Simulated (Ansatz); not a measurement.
HfS2:
```yaml
crystal:
  lattice:
    - [3.55666, 0.00000, 0.00000]
    - [-1.77833, 3.08016, 0.00000]
    - [0.00000, 0.00000, 5.68034]
  atoms:
    - { symbol: Hf, position: [0.00000, 0.00000, 0.00000] }
    - { symbol: S, position: [0.33333, 0.66667, 0.25451] }
    - { symbol: S, position: [0.66667, 0.33333, 0.74549] }
```

x, y and z are the axes in which the lattice vectors are written.

### Question
Give the high-frequency dielectric tensor and the Born effective charge tensors of the independent atoms from DFPT, plane-wave PAW LDA (Ansatz code).

### Answer

ε∞:
```
12.2  0.00  0.00
0.00  12.2  0.00
0.00  0.00  6.76
```
Z* of atom 1 (Hf), rows: field, columns: displacement, in e:
```
6.92  0.00  0.00
0.00  6.92  0.00
0.00  0.00  2.13
```
Z* of atom 2 (S), rows: field, columns: displacement, in e:
```
-3.46   0.00   0.00
 0.00  -3.46   0.00
 0.00   0.00  -1.06
```

Space group P-3m1 (CdI2 type). Symmetry was held in the LDA relaxation. The run is not spin-polarised. A crystal of weakly bound layers computed without a dispersion correction: the cell and the soft elastic constants depend strongly on that. Scalar-relativistic: spin–orbit coupling is off unless named, which matters more the heavier the elements.

Potentials: the later of the program's two PAW sets.
